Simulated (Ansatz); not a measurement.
The relaxed structure here is a generated cell of TaN: the first start was made by placing the elements on the sites of a structure type, and the end was not matched to a known phase here, so it may be hypothetical. Known forms of TaN include space group No. 225.

A structure of TaN relaxed with PBEsol (plane waves to 420 eV, PAW, scalar-relativistic; Ansatz, a first-principles code); single points at other levels follow on the same geometry (Ansatz, PAW; HSE06 at 420 eV on a 10×10×10 k-mesh; no spin-orbit coupling). Space group I4₁md (No. 109).

```xyz
4
Lattice="-1.4441 1.4441 5.0980 1.4441 -1.4441 5.0980 1.4441 1.4441 -5.0980" Properties=species:S:1:pos:R:3 pbc="T T T"
Ta     0.0000     0.0000     2.5371
Ta     0.0000     1.4441     5.0861
N      0.0000     0.0000     6.8023
N      1.4441     0.0000     4.2533
```

| level | gap (eV) | kind | conduction minimum |
|---|---|---|---|
| PBEsol | 0.60 | indirect | 50 % of the way from Γ to X |
| HSE06 | [?] | – | [?] |

Problem. What belongs in the gaps?

Solution. 
- HSE06, gap (eV): 1.06
- HSE06, conduction minimum: k = (0, 0, 0.25)

HSE06 gaps come from a coarse mesh plus a few chosen points, so they may be too large. No spin polarisation in the result.

The run could not lose the symmetry of its start: the end is stationary, and may be a saddle point rather than a minimum.
